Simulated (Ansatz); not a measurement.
According to plane-wave PAW PBE (Ansatz code), PtC in the zinc blende structure (F-43m) relaxes to a = 4.718 Å. Pt has 4 nearest neighbours from 2.04 Å (tetrahedral); C has 4 nearest neighbours from 2.04 Å (tetrahedral). Against the elements it lies at 0.89 eV/atom, with no fitted shifts.

Electronic character: metallic (no gap). Gap from PBE with spin–orbit coupling: none (metallic).

The bulk modulus is 218 GPa.

The start of the workflow was typed in or built on a structure type; neither database checked (COD, Materials Project) lists it. Whether it is the stable phase at ambient conditions was not checked. The cell was relaxed with PBE under the symmetry of its start; whether a distortion lowers the energy is not shown. The run is not spin-polarised. Its formation energy is positive at this level, so the cell may be metastable or incomplete. The references are the lowest solids computed at this level, not always the standard phases. Spin–orbit coupling is left out wherever it is not named.

Potentials: the later of the program's two PAW sets.
